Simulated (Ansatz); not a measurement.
Given:

Be3N2:
```
Be3N2
1.0
    1.41755     0.81842     4.85226
   -1.41755     0.81842     4.85226
    0.00000    -1.63684     4.85226
Be N
3 2
Direct
  0.14109   0.14109   0.14109
  0.68236   0.68236   0.68236
  0.91111   0.91111   0.91111
  0.79582   0.79582   0.79582
  0.29153   0.29153   0.29153
```

This is the PBEsol-relaxed structure. Tensor components refer to the Cartesian frame of this cell.

Task: All from plane-wave PAW PBEsol (Ansatz code), unless another level is named. Predict the Hill bulk and shear moduli.

Result: 216 and 163 GPa.

Task: Give the highest zone-centre frequency (without LO–TO term).

Result: 28.12 THz.

Task: What about the piezoelectric stress constants (proper, relaxed ions, C/m²)?

Result: e15 = e24 = 0.42, e16 = e21 = -0.55, e22 = 0.55, e31 = e32 = 0.86, e33 = -2.02.

Space group R3m. The workflow started from a Materials Project entry (that database holds measured and hypothetical structures alike); the Crystallography Open Database copy checked does not list it. COD files the formula under space group No. 206. Whether it is the stable phase at ambient conditions was not checked. The cell was relaxed with PBEsol under the symmetry of its start; its stability against distortions is not shown here. Signs of piezoelectric constants follow the polarity of the cell as given.

Potentials: the later of the program's two PAW sets.
